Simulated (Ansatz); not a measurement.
**ZnPtC6N6: Quadrupolar parameters**

The cell is a structure deposited in the COD whose atoms were relaxed with PBE, the cell held.

```
Zn Pt C N
1.0
     0.00000    5.25520    5.25520
     5.25520    0.00000    5.25520
     5.25520    5.25520    0.00000
Zn Pt C N
1 1 6 6
Direct
  0.50000 0.50000 0.50000
  0.00000 0.00000 0.00000
  0.19030 0.19030 0.80970
  0.80970 0.80970 0.19030
  0.80970 0.19030 0.19030
  0.19030 0.80970 0.80970
  0.19030 0.80970 0.19030
  0.80970 0.19030 0.80970
  0.30025 0.30025 0.69975
  0.69975 0.69975 0.30025
  0.69975 0.30025 0.30025
  0.30025 0.69975 0.69975
  0.30025 0.69975 0.30025
  0.69975 0.30025 0.69975
```

Sites (sets of like atoms) are named by element and the number of their first atom in this list.

Method: Kohn–Sham DFT in Ansatz, r2SCAN, plane waves and PAW, scalar-relativistic, 500 eV cutoff, Γ-centred 6×6×6 k-points, Fermi–Dirac smearing 0.05 eV.

Conventions: |V_zz| ≥ |V_yy| ≥ |V_xx|, η = (V_xx − V_yy)/V_zz, C_Q = eQV_zz/h. Directions are in the Cartesian axes of the cell vectors above, for the atom listed; none is given where the gradient is under 0.02 or η is above 0.95.

(1) Which values are expected at the nuclei?

## Answers

(1) 

```csv
site,first atom,first shell,V_zz (10²¹ V/m²),η,"direction of V_zz (x, y, z)"
Zn,1,6 N at 2.10 Å,0.00,–,–
Pt,2,6 C at 2.00 Å,0.00,–,–
C,3,"1 N at 1.16 Å, 1 Pt at 2.00 Å, angle 180°; also 1 Zn at 3.26 Å",-4.14,0.00,0.00 0.00 1.00
N,9,"1 C at 1.16 Å, 1 Zn at 2.10 Å, angle 180°; also 1 Pt at 3.16 Å",-6.10,0.00,0.00 0.00 1.00
```

An axis of threefold or higher order runs through C and N, so V_zz lies along it and η is zero. Zn and Pt sit on a cubic site, where every gradient vanishes.

The largest force is 0.8 eV/Å, so the atoms aren't at the calculated equilibrium and relaxing them would move these values. Without spin–orbit coupling the gradients at and beside Pt can be off by some per cent, at some sites by more. The database entry as given showed forces above 3 eV/Å or a pressure above 30 GPa, though relaxing it moves no atom far.

Hardware: 1 thread of Arm Neoverse V2 (aarch64; 28 cores open to the job, memory cap 3.0 GiB, no GPU), a shared host with a load of 0.8 a core. Wall time 50 s, CPU time 50 s, peak memory 1.6 GiB.
